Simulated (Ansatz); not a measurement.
One stationary structure of CdS. Space group Fm-3m (No. 225), rock salt type. These are r2SCAN (plane waves to 500 eV, PAW, scalar-relativistic; Ansatz, a quantum-chemistry and plane-wave program) values and carry that method's errors.

```xyz
2
Lattice="0.0000 2.7267 2.7267 2.7267 0.0000 2.7267 2.7267 2.7267 0.0000" Properties=species:S:1:pos:R:3 pbc="T T T"
Cd     0.0000     0.0000     0.0000
S      2.7267     2.7267     2.7267
```

Estimate the band gap that r2SCAN returns for this input.

0.75 eV, indirect (valence top at k = (0, 0.2, -0.2), conduction bottom at X) (no spin-orbit coupling).

What smallest direct gap does r2SCAN give?

2.39 eV at Γ.

No spin polarisation in the result.

It was reached from a disturbed copy of a P4₂/mmc (No. 131) cell, against which it lies -0.26 eV/atom.

The relaxed structure has the type that CdS is known to take under pressure; here it was relaxed at zero pressure, from a generated start.
